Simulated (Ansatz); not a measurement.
CdSe:
Space group P6₃mc (No. 186); a = 4.2476 Å, b = 4.2476 Å, c = 13.8779 Å, α = 90.00°, β = 90.00°, γ = 120.00°

| atom | site | symmetry | x | y | z |
|---|---|---|---|---|---|
| Cd | 2a | 3m. | 0.0000 | 0.0000 | 0.0002 |
| Cd | 2b | 3m. | 0.3333 | 0.6667 | 0.2502 |
| Se | 2a | 3m. | 0.0000 | 0.0000 | 0.3128 |
| Se | 2b | 3m. | 0.3333 | 0.6667 | 0.0625 |

Relaxed with DFT-LDA in the program Ansatz with PAW potentials. Indices refer to the conventional cell of P6_3mc, a = 4.2476 Å, b = 4.2476 Å, c = 13.8779 Å, α = 90.00°, β = 90.00°, γ = 120.00°.

### Question
Simulate the powder diffraction pattern (Cu Kα, λ = 1.54184 Å; lines above 1 %) up to 2θ = 90°.

### Answer
Simulated powder pattern, Cu Kα, λ = 1.54184 Å (kinematic, ideal powder, no thermal factors, no anomalous dispersion; the 30 strongest lines at most, above 1 %, up to 2θ = 90°):

```csv
2θ (°),d (Å),I/Imax (%),hkl
24.19,3.679,26,(1 0 -1 0)
25.04,3.556,100,(1 0 -1 1)
25.68,3.469,62,(0004)
27.44,3.250,59,(1 0 -1 2)
31.06,2.879,5.7,(1 0 -1 3)
35.57,2.524,9.7,(1 0 -1 4)
40.72,2.216,37,(1 0 -1 5)
42.57,2.124,90,(1 1 -2 0)
46.37,1.958,68,(1 0 -1 6)
49.56,1.839,3.6,(2 0 -2 0)
50.02,1.823,15,(2 0 -2 1)
50.38,1.811,56,(1 1 -2 4)
51.39,1.778,10.0,(2 0 -2 2)
52.43,1.745,5.9,(1 0 -1 7)
56.64,1.625,2.4,(2 0 -2 4)
60.37,1.533,11,(2 0 -2 5)
64.76,1.440,24,(2 0 -2 6)
65.65,1.422,3.0,(1 0 -1 9)
67.35,1.390,2.8,(2 1 -3 0)
67.73,1.383,11,(2 1 -3 1)
68.87,1.363,8.0,(2 1 -3 2)
69.74,1.348,2.4,(2 0 -2 7)
72.84,1.298,17,(1 0 -1 10)
76.65,1.243,11,(2 1 -3 5)
77.91,1.226,15,(3 0 -3 0)
80.48,1.193,4.8,(1 0 -1 11)
80.62,1.192,26,(2 1 -3 6)
83.64,1.156,13,(3 0 -3 4)
85.26,1.138,2.8,(2 1 -3 7)
88.20,1.108,11,(2 0 -2 10)
```

A made-up cell: these elements were put on the sites of a structure type. Its sites differ from those of the usual phase in this space group: another stacking or structure type. The cell was relaxed with LDA under the symmetry of its start; phonons on a q-mesh show no instability.

Potentials: the later of the program's two PAW sets.
